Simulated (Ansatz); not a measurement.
SrTiO3:
```cif
data_O3SrTi
_chemical_formula_sum 'Sr1 Ti1 O3'
_space_group_name_H-M_alt 'Pm-3m'
_space_group_IT_number 221
_space_group_name_Hall '-P 4 2 3'
_cell_length_a 3.90683
_cell_length_b 3.90683
_cell_length_c 3.90683
_cell_angle_alpha 90.000
_cell_angle_beta 90.000
_cell_angle_gamma 90.000
loop_
_atom_site_label
_atom_site_type_symbol
_atom_site_symmetry_multiplicity
_atom_site_Wyckoff_symbol
_atom_site_fract_x
_atom_site_fract_y
_atom_site_fract_z
_atom_site_occupancy
Sr1 Sr 1 a 0.00000 0.00000 0.00000 1
Ti1 Ti 1 b 0.50000 0.50000 0.50000 1
O1 O 3 c 0.00000 0.50000 0.50000 1
```

Relaxed with r²SCAN. Plane-wave PAW r²SCAN (Ansatz code) gives a gap of 2.26 eV.

### Question
What gap does HSE06 give on the same cell (Ansatz, PAW)?

### Answer
3.32 eV, 1.06 eV more. The hybrid was solved on a coarser mesh and at special points; its gap is the smallest among all of these.

```json
[
 {"k": "Γ", "v1 r²SCAN": "-0.37", "c1 r²SCAN": "2.26", "v1 HSE06": "-0.38", "c1 HSE06": "3.32"},
 {"k": "R", "v1 r²SCAN": "0.00", "c1 r²SCAN": "4.85", "v1 HSE06": "?", "c1 HSE06": "?"},
 {"k": "M", "v1 r²SCAN": "-0.08", "c1 r²SCAN": "4.16", "v1 HSE06": "?", "c1 HSE06": "?"},
 {"k": "X", "v1 r²SCAN": "-0.75", "c1 r²SCAN": "2.42", "v1 HSE06": "?", "c1 HSE06": "?"}
]
```

### Question
Top valence (v1) and lowest conduction level (c1) in eV from each method's valence maximum (which need not be a listed point): supply the withheld HSE06 values.

### Answer

- M, v1 HSE06: -0.09
- M, c1 HSE06: 5.45
- X, v1 HSE06: -0.79
- X, c1 HSE06: 3.50
- R, v1 HSE06: 0.00
- R, c1 HSE06: 6.25

Cost on shared cores: the r²SCAN run (SCF on a 7×7×7 mesh, then bands and DOS) around 30 core-seconds (rough), the HSE06 run (SCF on 4×4×4, then a few points) roughly 70 core-seconds; the tasks are unlike.

The r²SCAN relaxation kept the symmetry of its start. The run is not spin-polarised. Scalar-relativistic: spin–orbit coupling is off unless named, which matters more the heavier the elements.

Potentials: the later of the program's two PAW sets.
